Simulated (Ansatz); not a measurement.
TiTe$_{2}$ (CdI2 type, space group No. 164) at seven volumes, DFT-LDA in the program Ansatz with PAW potentials, shape and atoms relaxed at each. One row is withheld.

```json
[
 {"V (Å³/atom)": "22.381", "P (GPa)": "?"},
 {"V (Å³/atom)": "23.118", "P (GPa)": "3.36"},
 {"V (Å³/atom)": "23.856", "P (GPa)": "1.46"},
 {"V (Å³/atom)": "24.594", "P (GPa)": "0.00"},
 {"V (Å³/atom)": "25.332", "P (GPa)": "-1.15"},
 {"V (Å³/atom)": "26.070", "P (GPa)": "-1.90"},
 {"V (Å³/atom)": "26.807", "P (GPa)": "-2.40"}
]
```

Question: Fit the shown pressures and predict the withheld one.

Answer: P = (3/2)B₀(x^(7/2) − x^(5/2))[1 + (3/4)(B′ − 4)(x − 1)] with x = (V₀/V)^(2/3). Least squares on the six rows gives V₀ = 24.578 Å³/atom, B₀ = 42.1 GPa, B′ = 9.05. At V = 22.381, x = 1.0644 and P = 5.92 GPa. The run itself gave 5.67 GPa.

Space group P-3m1 (CdI2 type). The LDA relaxation kept the symmetry of its start; of distortions, only those at the zone centre were tested. The run is not spin-polarised. A crystal of weakly bound layers computed without a dispersion correction: the cell and the soft elastic constants depend strongly on that. Spin–orbit coupling is left out wherever it is not named.

Potentials: the later of the program's two PAW sets.
